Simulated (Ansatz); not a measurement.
**Where the states of C lie**

Space group P6_3mc (No. 186). a = 2.470 Å, b = 2.470 Å, c = 6.790 Å, α = 90.00°, β = 90.00°, γ = 120.00°
```tsv
atom	site	symmetry	x	y	z
C	2a	3m.	0.0000	0.0000	0.0000
C	2b	3m.	0.3333	0.6667	0.0050
```

The runs use the primitive cell with vectors (2.470, 0.000, 0.000), (-1.235, 2.139, 0.000), (0.000, 0.000, 6.790) Å, to which the k mesh refers.

The cell comes from COD entry 1200017, which wasn't checked; take it as a given geometry. It differs from other determinations.

Level of theory: Ansatz 0.2.0, DFT, PBE, all-electron LAPW, scalar-relativistic.

Settings: a Γ-centred 19×19×6 k mesh, Fermi–Dirac smearing of 0.08 eV, basis error target 0.5 meV/atom, no spin polarisation.

States per eV and cell, averaged over 0.4 eV, from -9.8 to 5.6 eV, with energies (bin centres) from the Fermi level; empty bins are left out. 

```json
{"E (eV)": "-9.7", "total": "0.75"}
{"E (eV)": "-9.3", "total": "0.75"}
{"E (eV)": "-8.9", "total": "0.80"}
{"E (eV)": "-8.5", "total": "0.84"}
{"E (eV)": "-8.1", "total": "1.01"}
{"E (eV)": "-7.7", "total": "1.18"}
{"E (eV)": "-7.3", "total": "1.38"}
{"E (eV)": "-6.9", "total": "1.49"}
{"E (eV)": "-6.5", "total": "2.17"}
{"E (eV)": "-6.1", "total": "1.74"}
{"E (eV)": "-5.7", "total": "1.37"}
{"E (eV)": "-5.3", "total": "1.37"}
{"E (eV)": "-4.9", "total": "1.34"}
{"E (eV)": "-4.5", "total": "1.22"}
{"E (eV)": "-4.1", "total": "1.16"}
{"E (eV)": "-3.7", "total": "1.14"}
{"E (eV)": "-3.3", "total": "1.13"}
{"E (eV)": "-2.9", "total": "0.81"}
{"E (eV)": "-2.5", "total": "0.89"}
{"E (eV)": "-2.1", "total": "0.82"}
{"E (eV)": "-1.7", "total": "0.50"}
{"E (eV)": "-1.3", "total": "0.33"}
{"E (eV)": "-0.9", "total": "0.22"}
{"E (eV)": "-0.5", "total": "0.10"}
{"E (eV)": "-0.1", "total": "0.01"}
{"E (eV)": "0.3", "total": "0.05"}
{"E (eV)": "0.7", "total": "0.18"}
{"E (eV)": "1.1", "total": "0.35"}
{"E (eV)": "1.5", "total": "0.86"}
{"E (eV)": "1.9", "total": "0.89"}
{"E (eV)": "2.3", "total": "0.73"}
{"E (eV)": "2.7", "total": "0.59"}
{"E (eV)": "3.1", "total": "0.52"}
{"E (eV)": "3.5", "total": "0.48"}
{"E (eV)": "3.9", "total": "0.44"}
{"E (eV)": "4.3", "total": "0.45"}
{"E (eV)": "4.7", "total": "0.49"}
{"E (eV)": "5.1", "total": "0.52"}
{"E (eV)": "5.5", "total": "0.55"}
```
